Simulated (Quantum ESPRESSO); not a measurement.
CaS (rock salt, space group Fm-3m, No. 225) has an indirect gap of 2.16 eV with PBEsol (Quantum ESPRESSO, PseudoDojo norm-conserving, 68 Ry, no spin-orbit coupling). After an isotropic strain (on all lattice vectors, atoms relaxed) the gap is indirect, 1.89 eV.

### Question
Which strain was applied?
A) -1.5 %
B) -3 %
C) +2 %
D) +1 %
E) -0.7 %

### Answer
B, -3 %. Gaps found: -3 %: 1.89 eV (indirect); -1.5 %: 2.03 eV (indirect); -0.7 %: 2.10 eV (indirect); 0 %: 2.16 eV (indirect); 1 %: 2.23 eV (indirect); 2 %: 2.30 eV (indirect).
